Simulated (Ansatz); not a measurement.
Data:

InAgTe2:
```cif
data_AgInTe2
_chemical_formula_sum 'In1 Ag1 Te2'
_space_group_name_H-M_alt 'P 1'
_space_group_IT_number 1
_cell_length_a 7.15263
_cell_length_b 7.15263
_cell_length_c 7.15263
_cell_angle_alpha 33.823
_cell_angle_beta 33.823
_cell_angle_gamma 33.823
loop_
_space_group_symop_operation_xyz
  'x, y, z'
loop_
_atom_site_label
_atom_site_type_symbol
_atom_site_fract_x
_atom_site_fract_y
_atom_site_fract_z
_atom_site_occupancy
In1 In 0.50000 0.50000 0.50000 1
Ag1 Ag 0.00000 0.00000 0.00000 1
Te1 Te 0.25476 0.25476 0.25476 1
Te2 Te 0.74524 0.74524 0.74524 1
```

This is the LDA-relaxed structure.

**Question.** All from LDA in the plane-wave PAW code Ansatz, unless another level is named. Give the highest zone-centre frequency.

**Answer.** 131 cm⁻¹.

**Question.** Give the bulk modulus (Birch–Murnaghan fit).

**Answer.** 684 kbar.

Space group R-3m. The workflow started from a Materials Project entry (that database holds measured and hypothetical structures alike); the Crystallography Open Database copy checked does not list it. COD files the formula under space group No. 122. With In and Ag taken as one species the cell has the higher symmetry Fm-3m, so it may be an ordered model of a mixed-site phase. Whether it is the stable phase at ambient conditions was not checked. The LDA relaxation kept the symmetry of its start; its stability against distortions is not shown here. The run is not spin-polarised. As this level gives no gap, phonon frequencies hold no LO–TO term and depend on the k-mesh and smearing (Fermi–Dirac, 0.1 eV here). Scalar-relativistic: spin–orbit coupling is off unless named, which matters more the heavier the elements.

Potentials: the later of the program's two PAW sets.
